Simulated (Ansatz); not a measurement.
Mg:
```
CELL_PARAMETERS angstrom
      5.75066     0.00000     0.00000
     -2.87533     4.98022     0.00000
      0.00000     0.00000     5.69582
ATOMIC_POSITIONS crystal
  Mg 0.00000 0.00000 0.25378
  Mg 0.00000 0.00000 0.74622
  Mg 0.33333 0.66667 0.50000
  Mg 0.66667 0.33333 0.50000
  Mg 0.00000 0.50000 0.00000
  Mg 0.50000 0.00000 0.00000
  Mg 0.50000 0.50000 0.00000
```

Relaxed with r²SCAN. Special points in fractions of this cell's reciprocal vectors: Γ (0.000, 0.000, 0.000); M (0.500, 0.000, 0.000); K (0.333, 0.333, 0.000); A (0.000, 0.000, 0.500); L (0.500, 0.000, 0.500); H (0.333, 0.333, 0.500).

Problem. List the band energies nearest the Fermi level at these points for the program Ansatz at the r²SCAN level (PAW).

Solution. In eV from the Fermi level; about four levels below and three above (degenerate sets whole), none deeper than 8.9 eV; points with the same levels are listed once.

| k | below | above |
|---|---|---|
| Γ | -1.33 -1.33 -0.75 -0.73 -0.73 | 2.98 3.33 3.33 |
| M | -1.18 -1.18 -0.73 -0.56 | 1.99 2.02 2.10 |
| K | -0.68 -0.68 -0.13 -0.13 | 0.14 0.70 0.70 |
| A | -1.06 -0.61 -0.61 -0.07 | 0.30 0.30 0.40 0.40 |
| L | -1.95 -1.61 -1.17 -0.81 | 3.47 3.81 4.13 |
| H | -4.32 -4.32 -4.32 -3.61 -3.60 -3.60 | 1.19 1.19 2.39 |

Space group P6/mmm. The start of the workflow was typed in or built on a structure type; the Crystallography Open Database copy checked does not list it. It is not the phase usual at ambient conditions (space group No. 194). The r²SCAN relaxation kept the symmetry of its start; its stability against distortions is not shown here.

Potentials: the later of the program's two PAW sets.
